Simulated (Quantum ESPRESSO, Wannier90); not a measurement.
**Wannierisation of Ca₃BiN (anti-perovskite)**

Structure: Materials Project mp-31149, symmetrised, not relaxed again. COD (Crystallography Open Database) has an entry of this formula and space group (matched by these alone). Computed values, not measurements, from LDA: Quantum ESPRESSO (norm-conserving PseudoDojo potentials, cutoff 68 Ry, no spin polarisation, no spin-orbit coupling) on a Γ-centred 4×4×4 mesh, then Wannier90. Density: 6×6×6 mesh, Gaussian smearing 0.01 Ry. Spin-orbit coupling is left out although heavy elements are present.

On the energy scale of pw.x, whose zero is arbitrary, the valence-band maximum lies at 8.88 eV.

Input w.win:

```
num_bands = 3
num_wann = 3
exclude_bands = 4-57
num_iter = 1000
conv_tol = 1.0e-6
conv_window = 4
write_hr = true
write_u_matrices = true
auto_projections = true
begin unit_cell_cart
ang
    4.9003500000    0.0000000000    0.0000000000
    0.0000000000    4.9003500000    0.0000000000
    0.0000000000    0.0000000000    4.9003500000
end unit_cell_cart
begin atoms_frac
Ca   0.5000000000  0.0000000000  0.5000000000
Ca   0.0000000000  0.5000000000  0.5000000000
Ca   0.5000000000  0.5000000000  0.0000000000
Bi   0.0000000000  0.0000000000  0.0000000000
N    0.5000000000  0.5000000000  0.5000000000
end atoms_frac
mp_grid = 4 4 4
begin kpoints
0.0000000000 0.0000000000 0.0000000000
0.0000000000 0.0000000000 0.2500000000
0.0000000000 0.0000000000 0.5000000000
... (61 more lines: the 4x4x4 mesh through Gamma)
end kpoints
```

Input of pw2wannier90.x that gives the overlap and projection files (equivalent; here they were cut from one run over all bands):

```
&inputpp
  outdir = './out'
  prefix = 'pwscf'
  seedname = 'w'
  write_amn = .true.
  write_mmn = .true.
  atom_proj = .true.
  atom_proj_exclude = 2 3 4 5 7 8 9 10 12 13 14 15 16 17 18 19 20 21 22 23 24 25 26 27 28
/
```

Output w.wout (banner and timings cut):

```
                                    ------
                                    SYSTEM
                                    ------

                              Lattice Vectors (Ang)
                    a_1     4.900350   0.000000   0.000000
                    a_2     0.000000   4.900350   0.000000
                    a_3     0.000000   0.000000   4.900350

                   Unit Cell Volume:     117.67421  (Ang^3)

                        Reciprocal-Space Vectors (Ang^-1)
                    b_1     1.282191   0.000000   0.000000
                    b_2     0.000000   1.282191   0.000000
                    b_3     0.000000   0.000000   1.282191

 *----------------------------------------------------------------------------*
 |   Site       Fractional Coordinate          Cartesian Coordinate (Ang)     |
 +----------------------------------------------------------------------------+
 | ca   1   0.50000   0.00000   0.50000   |    2.45018   0.00000   2.45018    |
 | ca   2   0.00000   0.50000   0.50000   |    0.00000   2.45018   2.45018    |
 | ca   3   0.50000   0.50000   0.00000   |    2.45018   2.45018   0.00000    |
 | bi   1   0.00000   0.00000   0.00000   |    0.00000   0.00000   0.00000    |
 | n    1   0.50000   0.50000   0.50000   |    2.45018   2.45018   2.45018    |
 *----------------------------------------------------------------------------*
                                ------------
                                K-POINT GRID
                                ------------

             Grid size =  4 x  4 x  4      Total points =   64

 *---------------------------------- MAIN ------------------------------------*
 |  Number of Wannier Functions               :                 3             |
 |  Number of Objective Wannier Functions     :                 3             |
 |  Number of input Bloch states              :                 3             |
 |  Output verbosity (1=low, 5=high)          :                 1             |
 |  Timing Level (1=low, 5=high)              :                 1             |
 |  Optimisation (0=memory, 3=speed)          :                 3             |
 |  Length Unit                               :               Ang             |
 |  Post-processing setup (write *.nnkp)      :                 F             |
 |  Using Gamma-only branch of algorithms     :                 F             |
 *----------------------------------------------------------------------------*
 *------------------------------- WANNIERISE ---------------------------------*
 |  Total number of iterations                :              1000             |
 |  Number of CG steps before reset           :                 5             |
 |  Trial step length for line search         :             2.000             |
 |  Convergence tolerence                     :         0.100E-05             |
 |  Convergence window                        :                 4             |
 |  Iterations between writing output         :                 1             |
 |  Iterations between backing up to disk     :               100             |
 |  Write r^2_nm to file                      :                 F             |
 |  Write xyz WF centres to file              :                 F             |
 |  Write on-site energies <0n|H|0n> to file  :                 F             |
 |  Use guiding centre to control phases      :                 F             |
 |  Use phases for initial projections        :                 F             |
 *----------------------------------------------------------------------------*
 *-------------------------------- PLOTTING ----------------------------------*
 |  Plotting Hamiltonian in WF basis          :                 T             |
 *----------------------------------------------------------------------------*

       ... (k-mesh section left out)

 Starting a new Wannier90 calculation ...

 Reading overlaps from w.mmn

 Reading projections from w.amn

 *------------------------------- WANNIERISE ---------------------------------*
 +--------------------------------------------------------------------+<-- CONV
 | Iter  Delta Spread     RMS Gradient      Spread (Ang^2)            |<-- CONV
 +--------------------------------------------------------------------+<-- CONV

 ------------------------------------------------------------------------------
 Initial State
  WF centre and spread    1  (  2.450175, -0.000000,  2.450175 )     0.43848065
  WF centre and spread    2  ( -0.000000,  2.450175,  2.450175 )     0.43848065
  WF centre and spread    3  (  2.450175,  2.450175, -0.000000 )     0.43848065
  Sum of centres and spreads (  4.900350,  4.900350,  4.900350 )     1.31544194

      0     0.132E+01     0.0000000000        1.3154419403  <-- CONV
        O_D=      0.0000000 O_OD=      0.0000019 O_TOT=      1.3154419 <-- SPRD
 ------------------------------------------------------------------------------
      1     0.000E+00     0.0000000742        1.3154419403  <-- CONV
        O_D=      0.0000000 O_OD=      0.0000019 O_TOT=      1.3154419 <-- SPRD
      2    -0.222E-15     0.0000000726        1.3154419403  <-- CONV
        O_D=      0.0000000 O_OD=      0.0000019 O_TOT=      1.3154419 <-- SPRD
      3    -0.222E-15     0.0000000696        1.3154419403  <-- CONV
        O_D=      0.0000000 O_OD=      0.0000019 O_TOT=      1.3154419 <-- SPRD
      4    -0.222E-15     0.0000000653        1.3154419403  <-- CONV
        O_D=      0.0000000 O_OD=      0.0000019 O_TOT=      1.3154419 <-- SPRD
             <<<     Delta < 1.000E-06  over  4 iterations     >>>
             <<< Wannierisation convergence criteria satisfied >>>
 Final State
  WF centre and spread    1  (  2.450175, -0.000000,  2.450175 )     0.43848065
  WF centre and spread    2  ( -0.000000,  2.450175,  2.450175 )     0.43848065
  WF centre and spread    3  (  2.450175,  2.450175, -0.000000 )     0.43848065
  Sum of centres and spreads (  4.900350,  4.900350,  4.900350 )     1.31544194

         Spreads (Ang^2)       Omega I      =     1.315440026
        ================       Omega D      =     0.000000000
                               Omega OD     =     0.000001914
    Final Spread (Ang^2)       Omega Total  =     1.315441940
```
